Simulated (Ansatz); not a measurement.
## InGa5P6: rattling a relaxed structure

The cell was found from a structure generator's guess, not taken from experiment.

Level of theory: DFT PBE, scalar-relativistic, plane waves, PAW (Ansatz 0.2.0). Settings: cutoff 420 eV, Γ-centred mesh 8×8×2 on the computed 12-atom cell, Gaussian smearing of 0.02 eV; no spin polarisation.

The cell below (12 atoms, space group P-4m2 (No. 115)) is relaxed within its symmetry.

```yaml
crystal:
  lattice:
    - [3.94069, 0.00000, 0.00000]
    - [0.00000, 3.94069, 0.00000]
    - [0.00000, 0.00000, 16.79714]
  atoms:
    - { symbol: In, position: [0.50000, 0.50000, 0.50000] }
    - { symbol: Ga, position: [0.00000, 0.00000, 0.67549] }
    - { symbol: Ga, position: [0.00000, 0.00000, 0.32451] }
    - { symbol: Ga, position: [0.50000, 0.50000, 0.16219] }
    - { symbol: Ga, position: [0.00000, 0.00000, 0.00000] }
    - { symbol: Ga, position: [0.50000, 0.50000, 0.83781] }
    - { symbol: P, position: [0.50000, 0.00000, 0.40482] }
    - { symbol: P, position: [0.00000, 0.50000, 0.24329] }
    - { symbol: P, position: [0.50000, 0.00000, 0.08109] }
    - { symbol: P, position: [0.00000, 0.50000, 0.91891] }
    - { symbol: P, position: [0.50000, 0.00000, 0.75671] }
    - { symbol: P, position: [0.00000, 0.50000, 0.59518] }
```

For the test it was strained at random (σ = 1.5 % a component), the atoms were moved at random (σ = 0.05 Å), and all was relaxed again on a coarse 4×4×1 mesh (in the run’s order of axes) with 0.10 eV smearing, with no symmetry imposed.

Q: Does it come back?

A: It returns, within 1 meV/atom of the unmoved cell on that mesh and with the same symmetry when read at 0.1 Å. No instability shows in this cell; modes of other wave vectors, which need another repeat, aren't tested.
